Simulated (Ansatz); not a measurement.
Notes on Rb2LaMnF6

```
CELL_PARAMETERS angstrom
0.00000 4.28030 4.28030
4.28030 0.00000 4.28030
4.28030 4.28030 0.00000
ATOMIC_POSITIONS crystal
Mn 0.00000 0.00000 0.00000
F 0.77160 0.22840 0.22840
F 0.22840 0.77160 0.22840
F 0.22840 0.77160 0.77160
F 0.77160 0.22840 0.77160
F 0.22840 0.22840 0.77160
F 0.77160 0.77160 0.22840
Rb 0.25000 0.25000 0.25000
Rb 0.75000 0.75000 0.75000
La 0.50000 0.50000 0.50000
```

Single point in Ansatz 0.2.0 with r2SCAN, no spin polarisation. Cutoff 500 eV, PAW datasets, 7×7×7 Γ-centred k mesh, fermi-dirac filling (width 0.0745 eV).

Question: Give the Bader charges.

Answer: Bader charges in e: Rb +0.87, La +2.02, Mn +1.19, F -0.82. In the mean La gives up most and F takes most.

Question: What happens at the Fermi level?

Answer: It is a semimetal on this mesh, with about 0.14 states/eV a cell as the mean within 0.25 eV of the Fermi level, mostly Rb s (55 %), La s (20 %) and F s (14 %).

Question: What is the formation energy?

Answer: -2.83 eV an atom against the elements' usual phases (free molecules for gases, crystals otherwise, with no correction for O₂ or N₂), so it is bound against them; other compounds may still compete. Relaxing would lower it.

Question: What do density and ELF say about some of the short contacts?

Answer: Mn–F at 1.96 Å: least valence density 0.43 e/Å³ and ELF 0.03 there. La–F at 2.33 Å: least valence density 0.42 e/Å³ and ELF 0.13 there. Rb–F at 3.03 Å: least valence density 0.07 e/Å³ and ELF 0.02 there. Both are smooth PAW fields, read partly inside the augmentation spheres.

Question: Is the cell too large or too small?

Answer: The pressure is 6.3 GPa (compression positive), so with the atoms held at these fractions the cell would first expand.

Origin: a known structure type with other elements, at an estimated volume, so it need not be a known compound. Caveats: no spin polarisation, so a magnetic state may lie lower; f levels without a U or exact exchange are poorly placed.

Cost: 78 s on 1 thread of Intel(R) Xeon(R) 6975P-C (Granite Rapids), on a shared host, peak memory 1 GiB (start from a saved density). The time holds forces, stress, Bader, DOS, bands, ELF.
